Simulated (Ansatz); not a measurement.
Question: Sn (simple hexagonal, P6/mmm) is relaxed with PBE+D3(BJ) in the plane-wave PAW code Ansatz. What lattice parameters of the conventional cell result?

Answer: a = 3.221 Å, c = 3.028 Å.

The start of the workflow was typed in or built on a structure type; neither database checked (COD, Materials Project) lists it. It is not the phase usual at ambient conditions (space group No. 141). The PBE+D3(BJ) relaxation kept the symmetry of its start; its stability against distortions is not shown here. The pairwise dispersion correction was not fitted to metals. Axis ratios of metals converge slowly with the k-mesh, so a and c are less sure than the volume. Scalar-relativistic: spin–orbit coupling is off unless named, which matters more the heavier the elements.

Potentials: the later of the program's two PAW sets.
